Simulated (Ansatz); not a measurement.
SiC (zinc blende)

```
SiC
1.0
    0.00000     4.35634     4.35634
    2.17817     2.17817     4.35634
    2.17817     2.17817     0.00000
C Si
2 2
Direct
  0.00000   0.75000   0.75000
  0.50000   0.75000   0.75000
  0.00000   0.00000   0.00000
  0.50000   0.00000   0.00000
```

A phonon eigenvector at X = (0.5, 0.5, 0.0) is frozen into this cell: atom i moves by Q times the vector below, so Q is the largest atomic displacement, in Å. The cell is held. (q is in reciprocal vectors of the primitive cell; the cell shown is doubled to hold the pattern.)

```csv
atom,x,y,z
C1,0.000,0.000,1.000
C2,0.000,0.000,-1.000
```

Atoms not listed stay in place.

Level of theory: r2SCAN (plane waves to 500 eV, PAW, scalar-relativistic; Ansatz, an electronic-structure program). k mesh 13×13×13 (Γ-centred), Fermi-Dirac smearing 0.05 eV. Energies are smeared free energies. SiC was relaxed with its symmetry unable to fall. ΔE is measured from the undisplaced structure.

```json
[
 {"Q (Å)": "-0.100", "ΔE (eV/cell)": "0.306"},
 {"Q (Å)": "-0.067", "ΔE (eV/cell)": "0.136"},
 {"Q (Å)": "-0.033", "ΔE (eV/cell)": "0.034"},
 {"Q (Å)": "0.000", "ΔE (eV/cell)": "0.000"},
 {"Q (Å)": "0.033", "ΔE (eV/cell)": "0.034"},
 {"Q (Å)": "0.067", "ΔE (eV/cell)": "0.136"},
 {"Q (Å)": "0.100", "ΔE (eV/cell)": "0.306"}
]
```

Task: Which DFPT wavenumber at X = (0.5, 0.5, 0.0) belongs to this mode?
A. 644 cm⁻¹
B. 834 cm⁻¹
C. 378 cm⁻¹

Result: B, 834 cm⁻¹. The curvature of the scan gives 834 cm⁻¹

(A displaced cell: forces are minus the slopes of the energy, force constants its curvatures, and phonons follow from these.)
